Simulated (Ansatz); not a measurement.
## ZnS: from a first guess to the relaxed wurtzite type

First guess:

```yaml
crystal:
  lattice:
    - [3.80208, 0.00000, 0.00000]
    - [-1.90104, 3.29270, 0.00000]
    - [0.00000, 0.00000, 6.19739]
  atoms:
    - { symbol: Zn, position: [0.33333, 0.66667, 0.00000] }
    - { symbol: Zn, position: [0.66667, 0.33333, 0.50000] }
    - { symbol: S, position: [0.33333, 0.66667, 0.37600] }
    - { symbol: S, position: [0.66667, 0.33333, 0.87600] }
```

Computed with DFT, PBE, PAW with Ansatz's default frozen-core files, scalar-relativistic (Ansatz 0.2.0).

Cell and atoms relax within the symmetry of the start on a 12×12×7 k mesh with 0.03 eV Fermi–Dirac smearing.

The start is built from a prototype, known or not as a phase of this compound; the cutoff is 420 eV.

(1) What is the pressure of the first guess?

(2) What does it relax to?

(3) How much energy does the relaxation release?

## Answers

(1) 3.02 GPa.

(2) a = 3.845 Å, b = 3.845 Å, c = 6.306 Å, α = 90.00°, β = 90.00°, γ = 120.00° (conventional cell), 20.18 Å³ per atom:
Space group P6_3mc (No. 186). a = 3.845 Å, b = 3.845 Å, c = 6.306 Å, α = 90.00°, β = 90.00°, γ = 120.00°
```csv
atom,site,symmetry,x,y,z
Zn,2b,3m.,0.3333,0.6667,0.0007
S,2b,3m.,0.3333,0.6667,0.3753
```

(3) 7 meV/atom.
